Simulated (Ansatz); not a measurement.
# Be: computed property card

Be:
```xyz
1
Lattice="0.0000 1.5739 1.5739 1.5739 0.0000 1.5739 1.5739 1.5739 0.0000" Properties=species:S:1:pos:R:3 pbc="T T T"
Be     0.0000     0.0000     0.0000
```

Space group Fm-3m (No. 225), fcc (Cu type); conventional cell a = b = c = 3.148 Å, α = β = γ = 90.00°.

Method: the program Ansatz at the PBEsol level (PAW). Structure relaxed to zero pressure with the same functional. Other levels are named where they apply.

Cell and energy:

```json
{
 "volume_per_atom": "7.80 Å³",
 "density": "1.92 g/cm³"
}
```

Electronic structure:

```json
{
 "electronic_character": "metallic (no gap)",
 "Density of states at the Fermi level": "0.05 states/eV per atom (mean over ±0.08 eV)"
}
```

Mechanics:

```json
{
 "Bulk modulus (Birch–Murnaghan fit)": "122 GPa",
 "Pressure derivative B′": "3.3",
 "Elastic constants (relaxed ions, GPa)": "C11 = 212, C12 = 74.7, C44 = 161",
 "mechanical_stability": "stable (all eigenvalues of C positive)",
 "hill_bulk_and_shear_moduli": "121 and 114 GPa",
 "Young's modulus": "260 GPa",
 "Poisson's ratio": "0.14",
 "debye_temperature_from_the_elastic_constants": "1270 K"
}
```

The start of the workflow was typed in or built on a structure type; neither database checked (COD, Materials Project) lists it. It is not the phase usual at ambient conditions (space group No. 194). The cell was relaxed with PBEsol under the symmetry of its start; whether a distortion lowers the energy is not shown. As this level gives no gap, shear constants depend on the k-mesh and smearing (Fermi–Dirac, 0.1 eV here).

Potentials: the earlier of the program's two PAW sets. The files were generated under PBE; for other functionals the program regenerates the frozen cores, and for LDA and PBEsol the local potential too.
